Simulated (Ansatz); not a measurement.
Polymorphs of Cs, each relaxed with DFT-r²SCAN in the program Ansatz with PAW potentials:

A: I4_1/amd
a = 5.161 Å, b = 5.161 Å, c = 18.980 Å, α = 90.00°, β = 90.00°, γ = 90.00°

```json
[
 {"atom": "Cs", "site": "4b", "symmetry": "-4m2", "x": "0.0000", "y": "0.0000", "z": "0.5000"}
]
```

B: bcc (W type) (Im-3m)
a = 6.267 Å, b = 6.267 Å, c = 6.267 Å, α = 90.00°, β = 90.00°, γ = 90.00°

```tsv
atom	site	symmetry	x	y	z
Cs	2a	m-3m	0.0000	0.0000	0.0000
```

### Question
Put the candidates in order of energy per atom at 0 K, lowest first, for r²SCAN.

### Answer
B (+0 meV/atom), A (+59 meV/atom)

Not the usual ambient phase: A. All cells were relaxed under the symmetry of their starts (and spin orders); stability against distortions was not tested throughout. Spin–orbit coupling is left out wherever it is not named.

Energies hold the estimated change up to a 700 eV cutoff; steps of a few meV lie near the error of the meshes.

Potentials: the earlier of the program's two PAW sets.
